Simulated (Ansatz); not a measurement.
Collinear states of SrCr$_{2}$N$_{2}$

These are results of DFT r2SCAN, scalar-relativistic, plane waves, PAW in Ansatz, not measurements.

```xyz
5
Lattice="3.3197 0.0000 0.0000 -1.6598 2.8749 0.0000 0.0000 0.0000 6.5463" Properties=species:S:1:pos:R:3 pbc="T T T"
Sr    0.0000    0.0000    3.2731
Cr    1.6598    0.9583    0.7621
Cr    0.0000    1.9166    5.7842
N     1.6598    0.9583    5.2967
N     0.0000    1.9166    1.2496
```

```json
{
 "plane-wave cutoff": "500 eV",
 "Γ-centred k-mesh": "12×12×6",
 "occupation rule": "Gaussian smearing, 0.1 eV",
 "list of starting moments (μB, in atom order)": "0 4.5 4.5 0 0",
 "check for lower electronic states after the SCF": "off"
}
```

All runs keep this geometry, which isn't relaxed for the lowest state (largest force there 0.514 eV/Å, pressure -2.0 GPa) and needn't be a stable compound; relaxing each order can shift differences of a few meV. r2SCAN tends to overstate moments in metals, so a weak moment here may be absent in the real material. Site moments are spin moments in atom-centred spheres that scale with the neighbour distance. The states are those that the runs reached from these starts; a lower one can exist. No antiferromagnetic start is among these.

Question: Starts tried: no spin; large parallel starting moments. Which state comes out lowest, and what are the moments?

Answer: The lowest state is ferromagnetic, reached from the start “large parallel starting moments”, with site moments (μB) Cr +0.78 (×2), N -0.08 (×2).

```csv
start,ends,energy above lowest (meV/atom),site moments (μB),gap on mesh (eV),P (GPa)
no spin,non-magnetic,17.8,none over 0.05,metal,-4.4
large parallel starting moments,ferromagnetic,0.00,"Cr +0.78 (×2), N -0.08 (×2)",metal,-2.0
```

Cost: 2 runs of about 2.6 core-minutes in all, on Arm Neoverse V1 (shared hosts).